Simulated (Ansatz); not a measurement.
The cell is COD entry 1523872, as deposited and not checked against the literature; nothing was relaxed. The listed cell was then made from it by scaling, straining or moving an atom.

LaTl: DFT, PBEsol, all-electron PAW with datasets made for the crystal, scalar-relativistic (Ansatz 0.2.0). What sets it apart from a plain run of this crystal: volume scaled by 1.02.

Command: `ansatz run input.yaml --threads 1 --pin off --max-ram 3072MiB --backend cpu --events-out ev --progress --plain --runs-dir out` The run took 6.4 s on 1 thread of Intel(R) Xeon(R) 6975P-C (Granite Rapids), with other jobs on the host, peak memory 0.54 GiB.

```yaml
crystal:
  lattice:
    - [3.9620669848, 0.0, 0.0]
    - [0.0, 3.9620669848, 0.0]
    - [0.0, 0.0, 3.9620669848]
  atoms:
    - { symbol: La, position: [0.0, 0.0, 0.0] }
    - { symbol: Tl, position: [0.5, 0.5, 0.5] }
kpoints:
  mp_grid: { grid: [10, 10, 10] }
scf:
  occupations: { method: fermi_dirac, width: 0.05 }
hamiltonian:
  xc: pbesol
  pseudopotentials: { kind: all_electron, datasets: crystal }
output:
  forces: true
  stress: true
  eigenvalues: true
  efg: { contact_densities: true }
```

Output (standing set-up lines are left out):

```
Crystal: 2 atoms, lattice volume = 62.196 Å³
Basis set: ecut = 260 eV, 619 PW (Γ), exchange–correlation on 48×48×48 points (8 copies of the dense FFT grid, shifted against one another)
Space group: Pm-3m (ITA 221), of the structure as read, at distance tolerance 4.0e-5 Å
iter 1 solved again at ethr=2.03e-3 eV; its pass at ethr=1.00e-1 eV (dr2=4.86e-1 eV) is discarded
SCF iter   1: F=—  HF=-781648.307201 eV  |F-HF|=—  |Δ(HF+E_count)|=         —  Δρ=2.41e-2  dr2=5.24e-1  ethr=2.03e-3  ⟨swp⟩=6.9  Hψ=5598  notcnv=1
preconditioner: auto → Kerker (q_TF=auto, 2.328 Å⁻¹)  [metal: Δε(μ)=0.030 eV  Ē_g=11.051 eV  σ=0.050 eV  W_gap=0.15  n_scr=18 (ndim 8)  ℏωp=22.1 eV  f_vac=0.000  D(μ)=1.58/eV (n_scr^D=6)]
SCF iter   2: F=—  HF=-781648.184337 eV  |F-HF|=—  |Δ(HF+E_count)|=   1.23e-1  Δρ=1.38e-2  dr2=1.78e-1  ethr=2.03e-3  ⟨swp⟩=3.1  Hψ=1860  notcnv=0  defer=6
iter 3 solved again at ethr=2.37e-5 eV; its pass at ethr=7.43e-4 eV (dr2=5.70e-3 eV) is discarded
SCF iter   3: F=—  HF=-781648.111620 eV  |F-HF|=—  |Δ(HF+E_count)|=   7.27e-2  Δρ=2.61e-3  dr2=5.87e-3  ethr=2.37e-5  ⟨swp⟩=3.9  Hψ=4774  notcnv=0  defer=18
SCF iter   4: F=—  HF=-781648.113532 eV  |F-HF|=—  |Δ(HF+E_count)|=   1.91e-3  Δρ=1.58e-3  dr2=1.42e-3  ethr=2.37e-5  ⟨swp⟩=3.4  Hψ=2206  notcnv=0  defer=12
SCF iter   5: F=—  HF=-781648.115009 eV  |F-HF|=—  |Δ(HF+E_count)|=   1.48e-3  Δρ=5.35e-4  dr2=1.29e-4  ethr=5.92e-6  ⟨swp⟩=4.1  Hψ=2833  notcnv=0  defer=6
SCF iter   6: F=—  HF=-781648.114961 eV  |F-HF|=—  |Δ(HF+E_count)|=   4.83e-5  Δρ=1.28e-4  dr2=1.43e-5  ethr=5.39e-7  ⟨swp⟩=4.1  Hψ=2309  notcnv=0  defer=2
SCF iter   7: F=—  HF=-781648.114957 eV  |F-HF|=—  |Δ(HF+E_count)|=   3.25e-6  Δρ=2.67e-5  dr2=5.29e-7  ethr=5.94e-8  ⟨swp⟩=3.6  Hψ=1944  notcnv=0  defer=2
SCF iter   8: F=—  HF=-781648.114958 eV  |F-HF|=—  |Δ(HF+E_count)|=   4.77e-7  Δρ=1.84e-5  dr2=2.29e-7  ethr=2.20e-9  ⟨swp⟩=4.5  Hψ=2609  notcnv=0  defer=2
SCF iter   9: F=-781648.114958 eV  HF=-781648.114958 eV  |F-HF|=1.75e-9  |Δ(HF+E_count)|=   7.46e-8  Δρ=4.21e-6  dr2=1.24e-8  ethr=9.53e-10  ⟨swp⟩=3.9  Hψ=2056  notcnv=0  defer=1
SCF 1 converged in 9 iterations: F = -781648.114958 eV  dr2 = 1.24e-8
  Residual-converged pass: ⟨swp⟩=4.8  Hψ=2988  notcnv=0  max |occ|·‖R‖ = 5.1e-6 eV (tolerance 5.3e-6 eV)  dr2=1.37e-8  dr2_onsite=4.51e-9  max |Δocc| = 1.4e-8
  greatest PAW one-centre occupation: 0.968 electrons in one spin orbital (limit 2), on the La atom at site 0 (counted from 0), in its partial waves of l = 0
SCF converged after 9 iterations
Free energy (F): -781648.114958 eV
Harris-Foulkes:  -781648.114958 eV  (|F-HF|=1.75e-9)
Internal energy: -781648.102298 eV  (E = F + TS)
E sigma→0 (E₀):  -781648.108628 eV
Entropy (-TS):   -0.012660 eV (-6.330 meV/atom)
Past the cutoff: the bands carry plane waves up to 1.75 times it, of which those up to 1.5 times it add -0.000315 eV an atom, each by itself; the spheres take 0.000379 eV an atom off the energy for waves past 1.75 times it
By the cutoff:   a pressure is off by up to 0.006 GPa (1.2 times the spheres' own share and the shells' term, over an atom's volume, and 0.004 GPa: a bound that held against runs at twice the plane waves)
Past the cutoffs: a stress includes 0.0005 GPa for waves and charges beyond them, in addition to the slope of what the spheres take
In the spheres:  the bands' charges fall short by 2.2e-6 e at most (sound up to 1e-3)
Fermi energy:    15.572135 eV
--- Per-component energies (eV) ---
  The terms above E_closure are by the made datasets' own strengths, without shells solved beside the bands.
--- Forces (eV/Å), atoms counted from 1 ---
  atom   1  La    -0.00000000     0.00000000     0.00000000
  atom   2  Tl     0.00000000     0.00000000     0.00000000
  max |Σ_I F_I| component: 3.42e-30 eV/Å
--- Stress (GPa, compression-positive) ---
       -1.620321      -0.000000       0.000000
        0.000000      -1.620321       0.000000
       -0.000000       0.000000      -1.620321
  P = ⅓ Tr σ = -1.6203 GPa (-16.203 kbar)
--- PAW observables at the nuclei: V_zz in 10²¹ V/m², potentials from the cell's mean, atoms counted from 1 ---
  atom   1  La V_zz =    -0.000000   η = 0.0000   by run symmetry: forbidden
            electrostatic potential = -9875.373888 V   contact ρ = 2243580.313747 e/Å³
  atom   2  Tl V_zz =    -0.000000   η = 0.0000   by run symmetry: forbidden
            electrostatic potential = -17132.901137 V   contact ρ = 15254133.927764 e/Å³
--- Band table (eV; the first three rows and the last of 56) ---
  k-point 0: bands = ["-17.4057", "-0.8814", "-0.8814", "-0.8814", "4.2296", "4.2296", "4.3663", "4.3663", "4.3663", "7.6365", "15.3028", "15.3028", "16.9249", "16.9249"]
  k-point 1: bands = ["-17.4022", "-0.9398", "-0.8789", "-0.8789", "4.2322", "4.2505", "4.3674", "4.3675", "4.3675", "7.7657", "15.2812", "15.3223", "16.7935", "16.8911"]
  k-point 2: bands = ["-17.3931", "-1.0877", "-0.8724", "-0.8724", "4.2388", "4.3050", "4.3704", "4.3708", "4.3708", "8.1291", "14.8463", "15.3760", "16.7081", "16.7546"]
  k-point 55: bands = ["-17.3012", "-1.2836", "-1.2836", "-1.2836", "4.3818", "4.3818", "4.3818", "4.5441", "4.5441", "10.8598", "13.1867", "13.1867", "13.1867", "17.2060"]
```
